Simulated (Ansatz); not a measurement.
Input and steps of a relaxation of cell and atoms on Sr2MgO3 as one 6-atom ordering (I4/mmm) on the rocksalt lattice (Ansatz, r2SCAN). It starts from the PBE relaxation's end cell.

```yaml
crystal:
  lattice:
    - [-1.7774624221, 1.7774624221, 7.304748885]
    - [1.7774624221, -1.7774624221, 7.304748885]
    - [1.7774624221, 1.7774624221, -7.304748885]
  atoms:
    - { symbol: Mg, position: [0.0, 0.0, 0.0] }
    - { symbol: O, position: [0.8532778314, 0.8532778314, 0.0] }
    - { symbol: Sr, position: [0.3415160191, 0.3415160191, 0.0] }
    - { symbol: O, position: [0.1467221686, 0.1467221686, 0.0] }
    - { symbol: Sr, position: [0.6584839809, 0.6584839809, 0.0] }
    - { symbol: O, position: [0.5, 0.5, 0.0] }
kpoints:
  mp_grid: { grid: [10, 10, 10] }
hamiltonian:
  xc: r2scan
scf:
  occupations: { method: fermi_dirac, width: 0.02 }
relax:
  f_tol: 0.005
  cell: {}
```

The trajectory has 8 recorded frames, each with positions in Å and forces in eV/Å. Some frames, the last among them, repeat a geometry solved again on a basis re-selected at its cell; pressure is positive in compression.

Step 1: energy 0.0 meV/atom from step 1, largest force component 0.066 eV/Å, pressure -2.21 GPa
```xyz
6
Lattice="-1.7775 1.7775 7.3047 1.7775 -1.7775 7.3047 1.7775 1.7775 -7.3047" Properties=species:S:1:pos:R:3:forces:R:3 pbc="T T T"
Mg    0.0000    0.0000    0.0000    0.0000    0.0000    0.0000
O     0.0000    0.0000   12.4660    0.0000    0.0000    0.0661
Sr    0.0000    0.0000    4.9894    0.0000    0.0000   -0.0403
O     0.0000    0.0000    2.1435    0.0000    0.0000   -0.0661
Sr    0.0000    0.0000    9.6201    0.0000    0.0000    0.0403
O     0.0000    0.0000    7.3047    0.0000    0.0000    0.0000
```

Step 2 (rejected): energy +0.7 meV/atom from step 1, largest force component 0.190 eV/Å, pressure +2.02 GPa
```xyz
6
Lattice="-1.7538 1.7538 7.1390 1.7538 -1.7538 7.1390 1.7538 1.7538 -7.1390" Properties=species:S:1:pos:R:3:forces:R:3 pbc="T T T"
Mg    0.0000    0.0000    0.0000    0.0000    0.0000    0.0000
O     0.0000    0.0000   12.1467    0.0000    0.0000    0.1074
Sr    0.0000    0.0000    4.8262    0.0000    0.0000    0.1899
O     0.0000    0.0000    2.1313    0.0000    0.0000   -0.1074
Sr    0.0000    0.0000    9.4518    0.0000    0.0000   -0.1899
O     0.0000    0.0000    7.1390    0.0000    0.0000    0.0000
```

Step 3: energy -2.9 meV/atom from step 1, largest force component 0.035 eV/Å, pressure -0.36 GPa
```xyz
6
Lattice="-1.7650 1.7650 7.2431 1.7650 -1.7650 7.2431 1.7650 1.7650 -7.2431" Properties=species:S:1:pos:R:3:forces:R:3 pbc="T T T"
Mg    0.0000    0.0000    0.0000    0.0000    0.0000    0.0000
O     0.0000    0.0000   12.3529    0.0000    0.0000    0.0345
Sr    0.0000    0.0000    4.9302    0.0000    0.0000    0.0221
O     0.0000    0.0000    2.1333    0.0000    0.0000   -0.0345
Sr    0.0000    0.0000    9.5561    0.0000    0.0000   -0.0221
O     0.0000    0.0000    7.2431    0.0000    0.0000    0.0000
```

Step 4: energy -3.0 meV/atom from step 1, largest force component 0.022 eV/Å, pressure -0.05 GPa
```xyz
6
Lattice="-1.7632 1.7632 7.2350 1.7632 -1.7632 7.2350 1.7632 1.7632 -7.2350" Properties=species:S:1:pos:R:3:forces:R:3 pbc="T T T"
Mg    0.0000    0.0000    0.0000    0.0000    0.0000    0.0000
O     0.0000    0.0000   12.3405    0.0000    0.0000    0.0224
Sr    0.0000    0.0000    4.9241    0.0000    0.0000    0.0166
O     0.0000    0.0000    2.1296    0.0000    0.0000   -0.0224
Sr    0.0000    0.0000    9.5459    0.0000    0.0000   -0.0166
O     0.0000    0.0000    7.2350    0.0000    0.0000    0.0000
```

Step 5: energy -3.0 meV/atom from step 1, largest force component 0.007 eV/Å, pressure +0.02 GPa
```xyz
6
Lattice="-1.7637 1.7637 7.2306 1.7637 -1.7637 7.2306 1.7637 1.7637 -7.2306" Properties=species:S:1:pos:R:3:forces:R:3 pbc="T T T"
Mg    0.0000    0.0000    0.0000    0.0000    0.0000    0.0000
O     0.0000    0.0000   12.3375    0.0000    0.0000    0.0017
Sr    0.0000    0.0000    4.9235    0.0000    0.0000   -0.0065
O     0.0000    0.0000    2.1237    0.0000    0.0000   -0.0017
Sr    0.0000    0.0000    9.5377    0.0000    0.0000    0.0065
O     0.0000    0.0000    7.2306    0.0000    0.0000    0.0000
```

Step 6 (rejected): energy -3.0 meV/atom from step 1, largest force component 0.009 eV/Å, pressure -0.02 GPa
```xyz
6
Lattice="-1.7638 1.7638 7.2311 1.7638 -1.7638 7.2311 1.7638 1.7638 -7.2311" Properties=species:S:1:pos:R:3:forces:R:3 pbc="T T T"
Mg    0.0000    0.0000    0.0000    0.0000    0.0000    0.0000
O     0.0000    0.0000   12.3388    0.0000    0.0000   -0.0058
Sr    0.0000    0.0000    4.9231    0.0000    0.0000    0.0095
O     0.0000    0.0000    2.1234    0.0000    0.0000    0.0058
Sr    0.0000    0.0000    9.5391    0.0000    0.0000   -0.0095
O     0.0000    0.0000    7.2311    0.0000    0.0000    0.0000
```

Step 7: energy -3.0 meV/atom from step 1, largest force component 0.000 eV/Å, pressure 0.00 GPa
```xyz
6
Lattice="-1.7637 1.7637 7.2310 1.7637 -1.7637 7.2310 1.7637 1.7637 -7.2310" Properties=species:S:1:pos:R:3:forces:R:3 pbc="T T T"
Mg    0.0000    0.0000    0.0000    0.0000    0.0000    0.0000
O     0.0000    0.0000   12.3382    0.0000    0.0000    0.0000
Sr    0.0000    0.0000    4.9234    0.0000    0.0000   -0.0001
O     0.0000    0.0000    2.1239    0.0000    0.0000    0.0000
Sr    0.0000    0.0000    9.5387    0.0000    0.0000    0.0001
O     0.0000    0.0000    7.2310    0.0000    0.0000    0.0000
```

Step 8: energy -2.9 meV/atom from step 1, largest force component 0.000 eV/Å, pressure +0.01 GPa
```xyz
6
Lattice="-1.7637 1.7637 7.2310 1.7637 -1.7637 7.2310 1.7637 1.7637 -7.2310" Properties=species:S:1:pos:R:3:forces:R:3 pbc="T T T"
Mg    0.0000    0.0000    0.0000    0.0000    0.0000    0.0000
O     0.0000    0.0000   12.3382    0.0000    0.0000   -0.0001
Sr    0.0000    0.0000    4.9234    0.0000    0.0000   -0.0003
O     0.0000    0.0000    2.1239    0.0000    0.0000    0.0001
Sr    0.0000    0.0000    9.5387    0.0000    0.0000    0.0003
O     0.0000    0.0000    7.2310    0.0000    0.0000    0.0000
```

In 7 steps the volume changed by -2.5 %; between the first SCF and the last, each on a basis chosen for its cell, the energy fell by 2.9 meV an atom. Final cell: space group I4/mmm (No. 139), tetragonal; conventional cell a = 3.527 Å, c = 14.462 Å, 15.00 Å³ an atom. Mg is surrounded by 6 O at 2.12–2.49 Å; O is surrounded by 1 Mg at 2.12 Å and 4 Sr at 2.50 Å; Sr is surrounded by 5 O at 2.31–2.50 Å; O is surrounded by 2 Sr at 2.31 Å and 4 Mg at 2.49 Å.

Run as `ansatz run input.yaml --threads 2 --pin off --max-ram 18432MiB --backend cpu --events-out ev --progress --plain --runs-dir out`. Wall time 78 s on 2 threads of AMD EPYC 7R13 Processor (Zen 3), on a shared host, load about 1.4 per core; peak host memory 0.86 GiB.

Computed, not measured; no magnetism was allowed, and whether the structure is a known phase isn't checked.
